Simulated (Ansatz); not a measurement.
TiSi₂:
```xyz
6
Lattice="1.7430 -6.6279 0.0000 1.7430 6.6279 0.0000 0.0000 0.0000 3.5320" Properties=species:S:1:pos:R:3 pbc="T T T"
Ti     1.7430    -5.2695     2.6490
Ti     1.7430     5.2695     0.8830
Si     1.7430    -0.7934     2.6490
Si     1.7430     0.7934     0.8830
Si     1.7430     3.3194     2.6490
Si     1.7430    -3.3194     0.8830
```

Relaxed with LDA.

Decompose the optical modes at the zone centre into irreducible representations, and say which are infrared and Raman allowed.

Point group mmm: Γ_opt = 3Ag + 3B1g + 2B1u + 2B2u + 3B3g + 2B3u. Infrared: B1u, B2u, B3u. Raman: Ag, B1g, B3g.

Assign frequencies (DFPT, plane-wave PAW LDA (Ansatz code)).

B1g 200, B1u 205, B3u 206, B2u 235, B3g 238, Ag 276, Ag 319, B2u 353, Ag 354, B1g 358, B3g 365, B1g 369, B1u 384, B3u 402, B3g 473 cm⁻¹.

Subscripts of B labels follow the axes of the standard setting.

Space group Cmcm. The LDA relaxation kept the symmetry of its start. No spin polarisation was allowed. As this level gives no gap, phonon frequencies hold no LO–TO term and depend on the k-mesh and smearing (Fermi–Dirac, 0.1 eV here).

Potentials: the earlier of the program's two PAW sets. The files were generated under PBE; for other functionals the program regenerates the frozen cores, and for LDA and PBEsol the local potential too.
